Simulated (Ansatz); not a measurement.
Ce:
```xyz
1
Lattice="0.0000 2.2597 2.2597 2.2597 0.0000 2.2597 2.2597 2.2597 0.0000" Properties=species:S:1:pos:R:3 pbc="T T T"
Ce     0.0000     0.0000     0.0000
```

Relaxed with LDA. Special points in fractions of this cell's reciprocal vectors: Γ (0.000, 0.000, 0.000); X (0.500, 0.000, 0.500); U (0.625, 0.250, 0.625); K (0.375, 0.375, 0.750); L (0.500, 0.500, 0.500); W (0.500, 0.250, 0.750).

### Question
List the band energies nearest the Fermi level at these points for LDA (plane waves, PAW; program Ansatz).

### Answer
In eV from the Fermi level; about four levels below and three above (degenerate sets whole), none deeper than 8.9 eV; points with the same levels are listed once.

| k | below | above |
|---|---|---|
| Γ | -2.49 -0.39 | 0.38 0.38 0.38 |
| X | -3.49 -2.83 | 0.51 0.69 0.69 |
| U | -2.63 -0.53 | 0.47 0.68 0.68 |
| L | -2.33 -0.29 | 0.46 0.46 0.91 |
| W | -1.40 -0.05 -0.05 | 0.14 0.79 0.79 |

Space group Fm-3m (fcc (Cu type)). The LDA relaxation kept the symmetry of its start. The workflow began spin-polarised and lost its moments. The volume lies over 15 % below that of the usual cell of this phase: another minimum, or an error of the functional. The 4f shell is in the valence. No Hubbard U is applied. Spin–orbit coupling is left out wherever it is not named.

Potentials: the earlier of the program's two PAW sets. The files were generated under PBE; for other functionals the program regenerates the frozen cores, and for LDA and PBEsol the local potential too.
